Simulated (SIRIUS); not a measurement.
SIRIUS run on TiSi (Pnma, 8 atoms in the cell; from Materials Project mp-7092, changed as shown): self-consistent single point.

Method: LDA (PW92), GBRV LDA ultrasoft pseudopotentials (plane waves; SIRIUS).

The change in words: lattice scaled by 0.98. Reference geometry (Pnma):
```xyz
8
Lattice="6.6386 0.0000 0.0000 0.0000 3.7022 0.0000 0.0000 0.0000 5.0904" Properties=species:S:1:pos:R:3 pbc="T T T"
Ti     4.4855     0.9255     1.8925
Ti     2.1530     2.7766     3.1979
Ti     5.4723     2.7766     4.4377
Ti     1.1663     0.9255     0.6527
Si     3.6109     0.9255     4.3543
Si     3.0277     2.7766     0.7361
Si     6.3469     2.7766     1.8091
Si     0.2916     0.9255     3.2812
```

Reference input (self-consistent single point, DFT, LDA (PW92), plane waves, GBRV LDA ultrasoft pseudopotentials): parameters.ngridk = 4 8 6; parameters.xc_functionals = [XC_LDA_X, XC_LDA_C_PW]; parameters.gk_cutoff = 6.325 1/bohr; parameters.pw_cutoff = 14.143 1/bohr; parameters.smearing = fermi_dirac; parameters.smearing_width = 0.00367493 Ha; potentials = GBRV LDA ultrasoft pseudopotentials; parameters.electronic_structure_method = pseudopotential; parameters.num_bands = 38; parameters.num_mag_dims = 0; parameters.num_dft_iter = 100; parameters.energy_tol = 1e-07 Ha. This run's input differs from it in these lines:

```diff
@@ -32,7 +32,7 @@
     "lattice_vectors": [
-      [1.0000000391, 0.0, 0.0],
-      [0.0, 0.5576800151, 0.0],
-      [0.0, 0.0, 0.7667850906]
+      [0.9999999726, 0.0, 0.0],
+      [0.0, 0.5576799365, 0.0],
+      [0.0, 0.0, 0.7667850119]
     ],
-    "lattice_vectors_scale": 12.545073,
+    "lattice_vectors_scale": 12.294173,
     "atom_coordinate_units": "lattice",
```

Output (repeated stretches shortened):

```
[find] density tolerance         : 1e-06
[find] total energy tolerance    : 1e-07
[find] iter_solver_tol (initial) : 0.01
[find] iter_solver_tol (target)  : 1e-13
[find] num_dft_iter              : 100
Charges and magnetic moments
--------------------------------------------------------------------------------
total charge          : 64.000000
[find] | SCF iteration   0 out of 100|
[diagonalize] iterative solver tolerance (occupied, empty): 0.01 0.01
[diagonalize] average number of iterations: 3.48333
[find] Charges and magnetic moments
[find] total charge          : 64.000000
[find] Energy
   [... lines left out ...]

[find] Charges and magnetic moments
[find] total charge          : 64.000000
[find] Energy
[find] smearing (-TS)                 :      -0.00353223
[find] Total energy                   :    -257.99951658 (Ha),    -515.99903316 (Ry)
[find] Free energy (E-TS)             :    -258.00304881 (Ha),    -516.00609762 (Ry)
[find] band gap (eV)                  :       0.00000000
[find] Efermi                         :       0.46787347
[find] iteration : 27, RMS (target) : 7.1588e-07 (1.0000e-06) , energy difference (target) : 8.1661e-10 (1.0000e-07)
[find] bands are converged : true
[find] iterative solver converged : false
[find] converged after 28 SCF iterations!
[find] Charges and magnetic moments
[find] total charge          : 64.000000
[find] Energy
[find] smearing (-TS)                 :      -0.00353223
[find] Total energy                   :    -257.99951658 (Ha),    -515.99903316 (Ry)
[find] Free energy (E-TS)             :    -258.00304881 (Ha),    -516.00609762 (Ry)
[find] band gap (eV)                  :       0.00000000
[find] Efermi                         :       0.46787347
[ground_state] === stress tensor components [kbar] ===
[ground_state] === stress_total ===
[ground_state]    61.074619   -0.000000    0.000000
[ground_state]    -0.000000   58.342980    0.000000
[ground_state]     0.000000    0.000000   58.382483
[ground_state] ==== total Forces in Ha/bohr =====
   [... lines left out ...]
[ground_state] atom:    3, force:       0.0005050      0.0000000     -0.0000154
[ground_state] atom:    4, force:       0.0009456     -0.0000000     -0.0024880
[ground_state] atom:    5, force:      -0.0009456      0.0000000      0.0024880
[ground_state] atom:    6, force:      -0.0009456     -0.0000000     -0.0024880
[ground_state] atom:    7, force:       0.0009456      0.0000000      0.0024880
```

The run converged in 28 iterations. SIRIUS prints the stress tensor with tension positive. Against the reference run the free energy goes down by 56.3 meV/atom, the pressure goes from -13.31 to -5.93 GPa and the largest force goes from 0.095 to 0.137 eV/Å.

The structure comes from a collection of computed structures, made at another level of theory; the collection holds predicted forms beside known ones. Its lattice was then scaled. No clean gap shows at this smearing width and mesh (spacing up to 0.24 Å⁻¹); the mesh is coarse for partly filled bands, so the values carry mesh errors.

Cost on one core: very roughly 3 core-minutes.
